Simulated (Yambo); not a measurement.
G0W0@PBEsol for LiHS (space group Pmc2_1, No. 26) in Yambo (2×4×1 mesh, 7 Ry block, plasmon pole, screening fixed), without a terminator:

```csv
bands N in G,gap Γ → Γ (eV),shift of the valence edge (eV)
91,5.706,-1.009
162,5.747,-1.273
257,5.782,-1.397
```

Q: Extrapolate both columns to infinite N with E(N) = E∞ + A/N, test the form, and compare with the terminator.

A: From two points, E∞ = (N2 E2 − N1 E1)/(N2 − N1). The two largest N give 5.84 eV for the gap and -1.61 eV for the shift; the two smallest give 5.80 eV and -1.61 eV. For the gap the slopes A are -8.5 and -15 eV: the form isn't reached, and its limit is uncertain. For the shift the slopes A are 55 and 54 eV: the 1/N form holds. With the Bruneval-Gonze terminator and 257 bands the run gives 5.80 eV and -1.49 eV, 0.04 eV and 0.12 eV from the extrapolated values: the terminator too is an estimate of the remainder. Block, mesh and the bands in W are held fixed.

Geometry of the Materials Project entry, not relaxed at this level; primitive cell a = 6.101 Å, b = 3.923 Å, c = 7.833 Å, α = β = γ = 90.00°.

A shift is the quasiparticle energy of the state minus its PBEsol energy.
